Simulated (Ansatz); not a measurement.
Si₃N₄ in space group I-43d (No. 220; N on 16c, Si on 12b), r²SCAN in the plane-wave PAW code Ansatz, all energies at zero smearing, with the estimated change up to a 700 eV cutoff added, with one set of potentials and settings (totals compare only within such a set). Cell of 14 atoms (8 N, 6 Si): -6929.469 eV.

```tsv
element	reference phase	E (eV/atom)
N	Pa-3, 8 atoms in the cell	-384.8341
Si	Fd-3m, 2 atoms in the cell	-639.0665
```

Formation energy per atom, worked out: (-6929.469 − 8×(-384.8341) − 6×(-639.0665))/14 = -1.171 eV/atom (-113 kJ per mol of atoms), at 0 K, without zero-point energy or fitted corrections.

The workflow started from an entry of the Crystallography Open Database (COD), which files this formula under 4 space groups. It is not the phase usual at ambient conditions (space group No. 176). Symmetry was held in the r²SCAN relaxation; its stability against distortions is not shown here. The references are the lowest solids computed at this level, not always the standard phases (solids in place of the gases).

Potentials: the earlier of the program's two PAW sets. The files were generated under PBE; for other functionals the program regenerates the frozen cores, and for LDA and PBEsol the local potential too.
